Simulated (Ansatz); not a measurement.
A vibration from a frozen displacement in TiC

All numbers below come from Ansatz, DFT r2SCAN, scalar-relativistic, plane waves, PAW. Settings: plane waves to 500 eV, k-mesh 18×18×18 (Γ-centred), Gaussian smearing 0.15 eV. No spin polarisation. Energies are free energies at this smearing, counted from the undisturbed cell; pressure is positive in compression.

Reference structure (as given, not relaxed at this level; it stands at 0.0 GPa):

```
Ti C
1.0
     0.00000    2.16400    2.16400
     2.16400    0.00000    2.16400
     2.16400    2.16400    0.00000
Ti C
1 1
Direct
  0.00000 0.00000 0.00000
  0.50000 0.50000 0.50000
```

Every Ti atom is moved by x along the Cartesian unit vector (0.000, 0.000, -1.000); the cell and all other atoms stay fixed. The cell's volume is 20.27 Å³; the moved atoms weigh 47.867 u together and the others 12.011 u. Some rows repeat others by symmetry and weren't run.

```
  x (Å)  ΔE (meV/cell) total force on the moved atoms along the move (eV/Å) pressure (GPa)
-0.3000         444.46                                                3.4260         11.5319
-0.2625         327.85                                                2.8057          8.6641
-0.2250         233.10                                                2.2579          6.2443
-0.1875         157.84                                                1.7658          4.2551
-0.1500          99.81                                                1.3402          2.6738
-0.1125          56.51                                                0.9804          1.4695
-0.0750          25.59                                                0.6719          0.6320
-0.0375           6.44                                                0.3436          0.1339
 0.0000           0.00                                                0.0000         -0.0314
 0.0375           6.44                                               -0.3436          0.1339
 0.0750          25.59                                               -0.6719          0.6320
 0.1125          56.51                                               -0.9804          1.4695
 0.1500          99.81                                               -1.3402          2.6738
 0.1875         157.84                                               -1.7658          4.2551
 0.2250         233.10                                               -2.2579          6.2443
 0.2625         327.85                                               -2.8057          8.6641
 0.3000         444.46                                               -3.4260         11.5319
```

**Question.** What frequency belongs to this motion?

**Answer.** The force constant is k = −dF/dx = 9.163 eV/Å², from the parabola through x = -0.0375, 0 and 0.0375. In every cell the moved atoms swing against the rest, so the mass is μ = m₁m₂/(m₁ + m₂) = 9.602 u, and ν̃ = 521.5 cm⁻¹ × √(|k|/μ) = 509 cm⁻¹. To first order in x, and within 1 %, the force on every atom lies along the move and, within each of the two groups, in proportion to the atom's mass, so this is itself a mode at the zone centre of this cell.

**Question.** How far does the harmonic law reach?

**Answer.** At x = -0.300 Å, kx²/2 = 412.32 meV against the computed 444.46 meV (+7.8 %): the well is still close to harmonic there.

**Question.** The pressure changes with x². What does that say about the frequency under compression?

**Answer.** With E = k(V)x²/2, k ∝ V^(−2γ) and x scaling with the cell as V^(1/3), P − P0 = −∂E/∂V = (2γ − 2/3) ΔE/V. At x = 0.0750 Å, V(P − P0) = 20.27 × 0.66336 / 160.2 eV = 83.92 meV and ΔE = 25.59 meV, so γ = 1/3 + V(P − P0)/(2ΔE) = 1.97. This is the Grüneisen parameter of the motion under uniform scaling of the cell: shrinking the cell evenly by 1 % in volume raises the frequency by about 1.97 %.

In a metal these slopes depend on the k mesh and the smearing.